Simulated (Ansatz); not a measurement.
Method: DFT PBE, scalar-relativistic, plane waves, PAW (Ansatz). The final run on the 10-atom cell used 420 eV, a Γ-centred 12×6×6 mesh, 0.10 eV smearing and no spin polarisation.

The zero of energy is the elements' standard structures at the same level; no fitted shifts are applied. The references include black phosphorus.

Q: Give a relaxed trial structure of an orthorhombic metal with formula Al2P3, with a formation energy near −0.19 eV/atom and a density near 2.83 g/cm³, in a cell of 10 atoms.

A: Al2P3, space group Pmmn (No. 59). Around Al lie 6 P at 2.41–2.59 Å; P on its first site is surrounded by 1 P at 2.13 Å and 2 Al at 2.41 Å; P on its second site is surrounded by 1 P at 2.13 Å and 4 Al at 2.49 Å; P on its third site has 6 Al at 2.54–2.59 Å.

Space group Pmmn:1 (No. 59). a = 3.418 Å, b = 6.387 Å, c = 7.907 Å, α = 90.00°, β = 90.00°, γ = 90.00°
```
atom  site  symmetry       x       y       z
  Al    4e       m..  0.0000  0.7421  0.1937
   P    2a       mm2  0.0000  0.0000  0.4164
   P    2a       mm2  0.5000  0.5000  0.3139
   P    2b       mm2  0.5000  0.0000  0.0615
```

The volume per atom is 17.26 Å³, the density is 2.83 g/cm³ and the formation energy is −0.19 eV/atom. The gap on the 12×6×6 mesh of the 10-atom cell is 0 eV (a metal).

It was reached by relaxing an invented guess, and it needn't be the stable form of this composition. Other answers may fit too; this one was computed.

The reference form of P is held partly by dispersion forces, which this level lacks. This cell was reached by moving the atoms of another relaxed cell at random and relaxing again, last within the group found; it had no such test of its own.
